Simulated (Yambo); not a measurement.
Yambo run on K2MgH4 (space group I4/mmm, No. 139). The wavefunctions are PBEsol (pw.x of Quantum ESPRESSO, ONCV potentials, without SOC) ones on a 4×4×4 mesh (16 occupied bands); a = 7.345 Å, b = 7.345 Å, c = 7.345 Å, α = 148.33°, β = 148.33°, γ = 45.40°.

Yambo input:

```
rim_cut
HF_and_locXC
RandQpts= 1000000
RandGvec= 1 Ry
EXXRLvcs= 84 Ry
VXCRLvcs= 336 Ry
% QPkrange
 1 | 1 | 16 | 17 |
 2 | 2 | 16 | 17 |
 3 | 3 | 16 | 17 |
 6 | 6 | 16 | 17 |
 8 | 8 | 16 | 17 |
 11 | 11 | 16 | 17 |
 13 | 13 | 16 | 17 |
%
```

k points by index: 1 = Γ, 2 = (0, 0, 0.25), 3 = X, 6 = N, 8 = P, 11 = (0.25, -0.25, 0.25), 13 = Z.

Resulting energies as the program prints them:

```
#    K-point    Band    Eo [eV]    Ehf [eV]    Vxc [eV]    Vnlxc [eV]
#
    1    16    0.000000    -3.305720    -10.86752    -14.17324
    1    17    5.160589    9.413796    -8.311793    -4.058585
    2    16    -0.541256    -4.126816    -10.37154    -13.95710
    2    17    3.326099    7.414642    -8.141593    -4.053050
    3    16    -1.198025    -5.041840    -10.16572    -14.00953
    3    17    4.076068    8.364527    -8.802297    -4.513839
    6    16    -0.097955    -3.434571    -10.32989    -13.66651
    6    17    3.743000    7.837465    -7.809739    -3.715273
    8    16    -1.204079    -5.042811    -10.15105    -13.98978
    8    17    4.409037    8.571259    -9.415866    -5.253644
    11    16    -0.075515    -3.440448    -10.40169    -13.76662
    11    17    3.607475    7.761392    -7.627226    -3.473309
    13    16    -0.015903    -3.309683    -10.83436    -14.12814
    13    17    5.087044    9.284459    -8.020884    -3.823469
```
Exchange alone, without screening.

Geometry of the Materials Project entry, not relaxed at this level.
